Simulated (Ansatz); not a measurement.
Values for one crystal, relaxed and computed with plane-wave PAW r²SCAN (Ansatz code); other levels are named.

| Quantity | Value |
|---|---|
| Volume per atom | 15.36 Å³ |
| Electronic character | metallic (no gap) |
| Formation energy from the elements (no fitted shifts) | -685 meV/atom |
| Density of states at the Fermi level | 0.46 states/eV per atom (mean over ±0.08 eV) |

Problem. Which of these materials gives this?
A) Fe3Si, P4/mmm (Fe on 2h, Fe on 1b, Si on 1a)
B) CrMoO4, Cmmm (Cr on 2a, Mo on 2c, O on 4h, O on 4i)
C) Hf2Si4Mo3, Pnma (Pearson symbol oP36)
D) HfB, rock salt

Solution. C, Hf2Si4Mo3, Pnma (Pearson symbol oP36)

The workflow started from a Materials Project entry (that database holds measured and hypothetical structures alike); the Crystallography Open Database copy checked does not list it. Its standing as an ambient phase is unchecked. Symmetry was held in the r²SCAN relaxation; whether a distortion lowers the energy is not shown. The run is not spin-polarised. The references are the lowest solids computed at this level, not always the standard phases. Scalar-relativistic: spin–orbit coupling is off unless named, which matters more the heavier the elements.

Potentials: the later of the program's two PAW sets.
